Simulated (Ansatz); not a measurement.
InGaN2:
```cif
data_GaInN2
_chemical_formula_sum 'In1 Ga1 N2'
_space_group_name_H-M_alt 'P3m1'
_space_group_IT_number 156
_space_group_name_Hall 'P 3 -2"'
_cell_length_a 3.35353
_cell_length_b 3.35353
_cell_length_c 5.49962
_cell_angle_alpha 90.000
_cell_angle_beta 90.000
_cell_angle_gamma 120.000
loop_
_atom_site_label
_atom_site_type_symbol
_atom_site_symmetry_multiplicity
_atom_site_Wyckoff_symbol
_atom_site_fract_x
_atom_site_fract_y
_atom_site_fract_z
_atom_site_occupancy
In1 In 1 a 0.00000 0.00000 0.99711 1
Ga1 Ga 1 c 0.66667 0.33333 0.49592 1
N1 N 1 c 0.66667 0.33333 0.14601 1
N2 N 1 a 0.00000 0.00000 0.60256 1
```

Relaxed with PBEsol. PBEsol in the plane-wave PAW code Ansatz gives a gap of 0.31 eV.

Task: What gap does HSE06 give on the same cell (Ansatz, PAW)?

Result: 1.42 eV, 1.11 eV more. The hybrid was solved on a coarser mesh and at special points; its gap is the smallest among all of these.

| k | v1 PBEsol | c1 PBEsol | v1 HSE06 | c1 HSE06 |
|---|---|---|---|---|
| Γ | 0.00 | 0.31 | 0.00 | 1.42 |
| A | -0.26 | 2.55 | ___ | ___ |
| K | -2.43 | 4.52 | -2.60 | 5.71 |
| H | -1.29 | 5.32 | ___ | ___ |
| M | -0.92 | 3.95 | ___ | ___ |
| L | -1.52 | 3.25 | ___ | ___ |

Task: Top valence (v1) and lowest conduction level (c1) in eV from each method's valence maximum (which need not be a listed point): supply the withheld HSE06 values.

Result: 
- H, v1 HSE06: -1.36
- H, c1 HSE06: 6.69
- L, v1 HSE06: -1.64
- L, c1 HSE06: 4.52
- M, v1 HSE06: -0.99
- M, c1 HSE06: 5.29
- A, v1 HSE06: -0.29
- A, c1 HSE06: 3.82

Cost on shared cores: the PBEsol run (SCF on a 10×10×5 mesh, then bands and DOS) very roughly 30 core-seconds, the HSE06 run (SCF on 7×7×4, then a few points) around 3 core-minutes (rough); the tasks are unlike.

The first step of the workflow began from a Materials Project structure, measured or hypothetical; the Crystallography Open Database copy checked does not list it. With In and Ga taken as one species the cell has the higher symmetry P6_3mc, so it may be an ordered model of a mixed-site phase. Whether it is the stable phase at ambient conditions was not checked. Symmetry was held in the PBEsol relaxation; of distortions, only those at the zone centre were tested. Scalar-relativistic: spin–orbit coupling is off unless named, which matters more the heavier the elements.

Potentials: the later of the program's two PAW sets.
